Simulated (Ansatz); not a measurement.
AlGa2P3 placed in the structure of NaPr2Se3 (space group No. 71): a relaxation of cell and atoms in the plane-wave code Ansatz (PBEsol). It starts from a supercell of the PBEsol minimum, slightly strained and with each coordinate displaced at random by about 0.15 Å.

```yaml
crystal:
  lattice:
    - [-1.7965540928, 2.5449397405, 5.517712063]
    - [1.7260771204, -2.5549154705, 5.4995153604]
    - [1.799518484, 2.5569833068, -5.5223444573]
  atoms:
    - { symbol: Al, position: [-0.0491441203, 0.0595118277, -0.0127531451] }
    - { symbol: Ga, position: [0.6762552741, 0.7036805089, 0.0719195348] }
    - { symbol: Ga, position: [0.3393170191, 0.4056426489, 0.0470084408] }
    - { symbol: P, position: [0.5038645679, 0.0604872477, 0.5704955613] }
    - { symbol: P, position: [0.1647636695, 0.6896644914, 0.5295259379] }
    - { symbol: P, position: [0.8191661131, 0.3601609768, 0.5509823178] }
kpoints:
  mp_grid: { grid: [6, 6, 6] }
hamiltonian:
  xc: pbesol
scf:
  occupations: { method: fermi_dirac, width: 0.05 }
relax:
  f_tol: 0.01
  cell: {}
  max_steps: 120
output:
  write_density: true
  write_potential: true
  elf: true
  volumetric_format: npy
```

The trajectory has 6 recorded frames, each with positions in Å and forces in eV/Å. Some frames, the last among them, repeat a geometry solved again on a basis re-selected at its cell; pressure is positive in compression.

Step 1: energy 0.0 meV/atom from step 1, largest force component 2.190 eV/Å, pressure +3.24 GPa
```xyz
6
Lattice="-1.7966 2.5449 5.5177 1.7261 -2.5549 5.4995 1.7995 2.5570 -5.5223" Properties=species:S:1:pos:R:3:forces:R:3 pbc="T T T"
Al    0.1681   -0.3097    0.1265   -0.3464    2.1897   -0.5251
Ga    0.1291    0.1071    7.2041    0.1126   -0.4964    0.7529
Ga    0.1752   -0.0526    3.8435   -0.0128   -0.0367   -0.9603
P     0.2258    2.5865   -0.0376   -0.1860   -1.8467   -0.2327
P     1.8473    0.0113    1.7777    0.3521    0.3999    0.0100
P     0.1415    2.5734    3.4579    0.0806   -0.2097    0.9553
```

Step 2: energy -76.2 meV/atom from step 1, largest force component 1.009 eV/Å, pressure +2.22 GPa
```xyz
6
Lattice="-1.7595 2.6134 5.5056 1.7139 -2.4787 5.4283 1.7802 2.4928 -5.4431" Properties=species:S:1:pos:R:3:forces:R:3 pbc="T T T"
Al    0.1627   -0.2003    0.0227   -0.1600    1.0093   -0.3884
Ga    0.1381    0.1705    7.2636    0.0520   -0.2988    0.1767
Ga    0.1798   -0.0404    3.7167   -0.0035    0.0300   -0.5139
P     0.2246    2.5869   -0.0167   -0.1034   -0.9367    0.1181
P     1.8594    0.0563    1.6971    0.1963    0.1562    0.4447
P     0.1516    2.5715    3.6361    0.0186    0.0400    0.1626
```

Step 3: energy -107.6 meV/atom from step 1, largest force component 0.107 eV/Å, pressure -0.19 GPa
```xyz
6
Lattice="-1.7586 2.5752 5.4826 1.7620 -2.5185 5.4573 1.7621 2.5208 -5.4563" Properties=species:S:1:pos:R:3:forces:R:3 pbc="T T T"
Al    0.1654   -0.0370   -0.0224    0.0098    0.0341    0.0043
Ga    0.1762    0.0139    7.2866    0.0016   -0.0057   -0.0340
Ga    0.1779   -0.0155    3.6071   -0.0213    0.0118    0.0491
P     0.1821    2.5213   -0.0073   -0.0129   -0.0228   -0.0081
P     1.9232   -0.0114    1.7822    0.0291   -0.0050   -0.1070
P     0.1715    2.5386    3.6598   -0.0063   -0.0123    0.0957
```

Step 4: energy -108.3 meV/atom from step 1, largest force component 0.022 eV/Å, pressure +0.23 GPa
```xyz
6
Lattice="-1.7688 2.5508 5.4594 1.7678 -2.5199 5.4448 1.7712 2.5215 -5.4450" Properties=species:S:1:pos:R:3:forces:R:3 pbc="T T T"
Al    0.1713   -0.0269   -0.0215   -0.0038   -0.0041   -0.0012
Ga    0.1718   -0.0074    7.2578   -0.0002    0.0015    0.0222
Ga    0.1722   -0.0208    3.6026    0.0000    0.0017   -0.0211
P     0.1757    2.5087   -0.0146   -0.0045   -0.0016   -0.0003
P     1.9393   -0.0211    1.7610    0.0035   -0.0008    0.0133
P     0.1703    2.5153    3.6547    0.0051    0.0032   -0.0129
```

Step 5: energy -108.4 meV/atom from step 1, largest force component 0.001 eV/Å, pressure -0.02 GPa
```xyz
6
Lattice="-1.7730 2.5473 5.4594 1.7727 -2.5216 5.4475 1.7753 2.5232 -5.4475" Properties=species:S:1:pos:R:3:forces:R:3 pbc="T T T"
Al    0.1717   -0.0286   -0.0217   -0.0002   -0.0003    0.0000
Ga    0.1722   -0.0103    7.2640   -0.0004   -0.0003   -0.0010
Ga    0.1724   -0.0211    3.5995   -0.0005    0.0005    0.0012
P     0.1743    2.5066   -0.0157   -0.0012    0.0006   -0.0002
P     1.9454   -0.0221    1.7615    0.0011   -0.0002    0.0004
P     0.1724    2.5139    3.6546    0.0012   -0.0003   -0.0003
```

Step 6: energy -108.3 meV/atom from step 1, largest force component 0.001 eV/Å, pressure -0.03 GPa
```xyz
6
Lattice="-1.7730 2.5473 5.4594 1.7727 -2.5216 5.4475 1.7753 2.5232 -5.4475" Properties=species:S:1:pos:R:3:forces:R:3 pbc="T T T"
Al    0.1717   -0.0286   -0.0217   -0.0002   -0.0003    0.0000
Ga    0.1722   -0.0103    7.2640   -0.0004   -0.0003   -0.0010
Ga    0.1724   -0.0211    3.5995   -0.0005    0.0005    0.0012
P     0.1743    2.5066   -0.0157   -0.0012    0.0007   -0.0002
P     1.9454   -0.0221    1.7615    0.0011   -0.0002    0.0003
P     0.1724    2.5139    3.6546    0.0012   -0.0003   -0.0003
```

In 5 steps the volume changed by -1.0 %; between the first SCF and the last, each on a basis chosen for its cell, the energy fell by 108 meV an atom. Final cell: it is monoclinic, C2/m (No. 12); conventional cell a = 12.006 Å, b = 3.548 Å, c = 5.071 Å, β = 114.7°, 16.35 Å³ an atom. Al has 6 P at 2.52–2.54 Å; Ga has 6 P at 2.54–2.56 Å; P has 2 Al at 2.54 Å and 4 Ga at 2.55 Å; P has 2 Al at 2.52 Å and 4 Ga at 2.54–2.56 Å.

Command: `ansatz run input.yaml --threads 2 --pin off --max-ram 2211MiB --backend cpu --events-out ev --progress --plain --runs-dir out`. It took 81 s on 2 threads of Arm Neoverse V2, on a shared host; peak host memory 0.57 GiB.

Simulation only: spin-unpolarised, and no claim that this is the phase found in nature.
